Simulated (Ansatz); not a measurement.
Relaxed-ion elastic tensor of ZrSe in space group P-6m2 (No. 187; Zr on 1a, Se on 1d) in GPa (Voigt order), DFT-PBEsol in the program Ansatz with PAW potentials; density 7.28 g/cm³, 19.42 Å³ per atom.

```
 191  78.4   102   0.0   0.0   0.0
78.4   191   102   0.0   0.0   0.0
 102   102   252   0.0   0.0   0.0
 0.0   0.0   0.0   132   0.0   0.0
 0.0   0.0   0.0   0.0   132   0.0
 0.0   0.0   0.0   0.0   0.0  56.6
```

Is the crystal mechanically stable?

Yes: the smallest eigenvalue of C is 56.6 GPa.

Work out the Voigt, Reuss and Hill averages.

K_V = 133, K_R = 129, K_H = 131; G_V = 87.8, G_R = 74.3, G_H = 81.0 GPa.

Give Young's modulus, Poisson's ratio, Pugh's ratio and the universal anisotropy index.

E = 9KG/(3K + G) = 202 GPa; ν = 0.24; K/G = 1.62 (brittle by the Pugh limit of 1.75); A_U = 5G_V/G_R + K_V/K_R − 6 = 0.94.

Estimate the sound speeds and the Debye temperature.

v_l = √((K + 4G/3)/ρ) = 5730 m/s, v_t = √(G/ρ) = 3340 m/s, mean 3700 m/s; Θ = (h/k)(3n/4πV)^(1/3) v_m = 410 K.

Solve the Christoffel equation for the three sound speeds along x, y, z.

Eigenvalues of C_ijkl n_j n_l equal ρv². In km/s, slowest first: x 2.79, 4.26, 5.13; y 2.79, 4.26, 5.13; z 4.26, 4.26, 5.89.

How much does each axis shrink under pressure?

Linear compressibilities β_i = Σ_j S_ij (j = 1 to 3): x 3.2, y 3.2, z 1.4 per TPa.

The workflow started from a Materials Project entry (that database holds measured and hypothetical structures alike); the Crystallography Open Database copy checked does not list it. Whether it is the stable phase at ambient conditions was not checked. The PBEsol relaxation kept the symmetry of its start; its stability against distortions is not shown here. No spin polarisation was allowed. As this level gives no gap, shear constants depend on the k-mesh and smearing (Fermi–Dirac, 0.1 eV here).

Potentials: the later of the program's two PAW sets.
